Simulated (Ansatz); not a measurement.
# PbO — field gradients at the nuclei

The cell is a structure deposited in the COD, its atoms then relaxed with PBE in this cell.

```xyz
4
Lattice="3.9744 0.0000 0.0000 0.0000 3.9744 0.0000 0.0000 0.0000 5.0220" Properties=species:S:1:pos:R:3 pbc="T T T"
Pb    0.0000    1.9872    1.2066
Pb    1.9872    0.0000    3.8154
O     0.0000    0.0000    0.0000
O     1.9872    1.9872    0.0000
```

Atom numbers follow the list; atoms alike are taken as one site, whose name carries the number of the first.

All values are calculated (Ansatz; DFT, PBE, plane waves and PAW, scalar-relativistic, 420 eV cutoff, Γ-centred 6×6×5 k-points, Fermi–Dirac smearing 0.02 eV), not measured.

V_zz is the principal component of the electric field gradient with the largest magnitude, η = (V_xx − V_yy)/V_zz and C_Q = eQV_zz/h. Directions are in the Cartesian axes of the cell vectors above, for the atom listed; none is given where the gradient is under 0.02 or η is above 0.95.

Q: What field gradients does the calculation give at each kind of site?

A: 

```
site  first atom     first shell  V_zz (10²¹ V/m²)     η  direction of V_zz (x, y, z)
  Pb           1   4 O at 2.32 Å             -23.5  0.00               0.00 0.00 1.00
   O           3  4 Pb at 2.32 Å              0.21  0.00               0.00 0.00 1.00
```

An axis of threefold or higher order runs through Pb and O, so V_zz lies along it and η is zero.

Spin–orbit coupling is left out, which shifts gradients on Pb by a few per cent in wide-gap crystals, and can shift them far more where the calculated gap is small or absent, as here.
